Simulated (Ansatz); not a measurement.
MgSe (rock salt, Fm-3m) under volume change, DFT-PBE in the program Ansatz with PAW potentials, scaled uniformly.

```tsv
V (Å³/atom)	E − E(relaxed) (meV/atom)	P (GPa)
19.011	37.6	6.94
19.638	15.8	4.26
20.265	3.7	1.96
20.892	0.0	0.00
21.518	3.4	-1.69
22.145	12.9	-3.13
22.772	27.6	-4.37
```

Q: What does a third-order Birch–Murnaghan fit give for V₀, B₀ and B′?

A: V₀ = 20.89 Å³/atom, B₀ = 60.6 GPa, B′ = 4.1.

The cell was relaxed with PBE under the symmetry of its start.

Potentials: the later of the program's two PAW sets.
